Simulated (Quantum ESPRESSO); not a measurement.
# Where does Ge sit best among Si sites?

The results below are calculated, not measured. They come from pw.x of Quantum ESPRESSO 7.5, a plane-wave density functional program, with PseudoDojo standard norm-conserving files (v0.5 for PBE, v0.4.1 for LDA and PBEsol). The cells are made up: elements, strain and atom displacements were drawn at random, and nothing was relaxed. There is no spin polarisation, spin-orbit coupling or dispersion term.

The cell has 8 sites of a zincblende or diamond lattice. Sites 1 to 4 hold X X X X; sites 5 to 8 hold Si Si Si N. Cell vectors in Å: (5.239, 0.002, -0.013); (0.002, 5.279, -0.008); (-0.013, -0.008, 5.319). Settings: PBE, cutoff 1143 eV, 6 x 6 x 6 k mesh shifted by half a step, Fermi-Dirac smearing of 0.1 eV.

In each run one of the sites marked X holds Ge and the others hold Si; cell and positions stay the same. E is the free energy of the cell.

```
site of the guest  first shell  mean distance (Å)  E above the lowest (eV)  P (GPa)  force on the guest (eV/Å)
                1         NSi3              2.325                    0.008     3.53                      2.534
                2         NSi3              2.322                    0.000     3.62                      2.170
                3         NSi3              2.262                    0.158     3.81                      3.835
                4         NSi3              2.247                    0.201     3.93                      3.982
```

A rerun of one of these cells at 1437 eV and k mesh 8 x 8 x 8 moved values by no more than 0.007 eV in the cell's energy, 0.04 GPa in stress and 0.011 eV/Å in force.

## Reading the table

Sites 2 and 1 are too close to be ranked against the rerun's bound. A straight line of energy against the mean distance has a slope of -2.5 ± 0.2 eV/Å, so the guest costs less on the roomier sites. The positions are random and not relaxed, so the differences hold for this frozen cell and are not site preferences of a real crystal.